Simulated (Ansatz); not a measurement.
# Fields on a plane of Ga2Pt (fluorite type, space group Fm-3m)

```xyz
3
Lattice="0.0000 2.9674 2.9674 2.9674 0.0000 2.9674 2.9674 2.9674 0.0000" Properties=species:S:1:pos:R:3 pbc="T T T"
Ga     4.4512     4.4512     4.4512
Ga     1.4837     1.4837     1.4837
Pt     0.0000     0.0000     0.0000
```

The slice is a {111} plane (indices of the conventional cell) through the point (0.000, 0.000, 0.000) (fractional), spanned by u = [100] and v = [-1 2 0] in vectors of this cell: u (4.20 Å) and v (7.27 Å, at 90° to u). It covers one period; positions are fractions (u, v).

Atoms on it: Pt at (0.00, 0.00); Pt at (0.50, 0.50). Other atoms lie within 1 Å of the plane.

Calculation: r2SCAN (plane waves to 500 eV, PAW, scalar-relativistic; Ansatz, a first-principles code). k mesh 14×14×14. Inside the PAW spheres the values are not all-electron values, and peaks at nuclei hang on which shells count as valence. Ga2Pt is run without spin polarisation. Ga2Pt was relaxed with its symmetry unable to fall. Spin-orbit coupling is left out, though Pt is heavy. This is a high-temperature form of Ga2Pt.

```
|@@@@%%**--::              ::--**%%@@|
|%%%%##++--..              ..--++##%%|
|##**++--::..    ......    ..::--++**|
|====--::....  ..........  ....::--==|
|::::....      ....::....      ....::|
|....          ....::....          ..|
|                ......              |
|..                ..                |
|....                              ..|
|::....          ......          ....|
|::....      ....::::::....      ....|
|......  ....::--======--::....  ....|
|....    ..::--++**##**++--::..    ..|
|        ..--++##%%%%%%##++--..      |
|        ::--**%%@@@@@@%%**--::      |
|        ::==##%%@@@@@@%%##==::      |
|        ::--**%%@@@@@@%%**--::      |
|        ..--++##%%%%%%##++--..      |
|....    ..::--++**##**++--::..    ..|
|......  ....::--======--::....  ....|
|::....      ....::::::....      ....|
|::....          ......          ....|
|....                              ..|
|..                ..                |
|                ......              |
|....          ....::....          ..|
|::::....      ....::....      ....::|
|====--::....  ..........  ....::--==|
|##**++--::..    ......    ..::--++**|
|%%%%##++--..              ..--++##%%|
|@@@@%%**--::              ::--**%%@@|
|@@@@%%##==::              ::==##%%@@|
```
Scale: ten equal steps from -0.71 (start of ' ') to 1.08 (end of '@'), in the order ' .:-=+*#%@'. Values: log₁₀ of the valence density in e/Å³. The map has 18 points along u (two characters each, u = 0 at the left) and 32 along v (v = 0 in the bottom row). The scale is logarithmic, as a density can span decades between atoms and voids.

```
|xxxx996622223333332233333322226699xx|
|xx9988442222333311111133332222448899|
|777744222233331100000011333322224477|
|333322113333220000000000223333112233|
|222222223333110000000000113333222222|
|333333333333000000000000003333333333|
|333333333333110000000000113333333333|
|000011223333221100000011223333221100|
|000000113333333333333333333333110000|
|000000003333333333333333333333000000|
|000000113333222222222222223333110000|
|000000223333112233333322113333220000|
|000011333322224477777744222233331100|
|111133332222448899xx9988442222333311|
|2233333322226699xxxxxx99662222333333|
|33333333113377xxxxxxxxxx773311333333|
|2233333322226699xxxxxx99662222333333|
|111133332222448899xx9988442222333311|
|000011333322224477777744222233331100|
|000000223333112233333322113333220000|
|000000113333222222222222223333110000|
|000000003333333333333333333333000000|
|000000113333333333333333333333110000|
|000011223333221100000011223333221100|
|333333333333110000000000113333333333|
|333333333333000000000000003333333333|
|222222223333110000000000113333222222|
|333322113333220000000000223333112233|
|777744222233331100000011333322224477|
|xx9988442222333311111133332222448899|
|xxxx996622223333332233333322226699xx|
|xxxxxx77331133333333333333113377xxxx|
```
Scale: ten equal steps from 0.24 (start of '0') to 0.65 (end of '9'), in the order '0123456789'. Values: electron localisation function (ELF). The map has 18 points along u (two characters each, u = 0 at the left) and 32 along v (v = 0 in the bottom row). Points within 0.5 Å of a nucleus are blanked (x), as the pseudised field means little there.
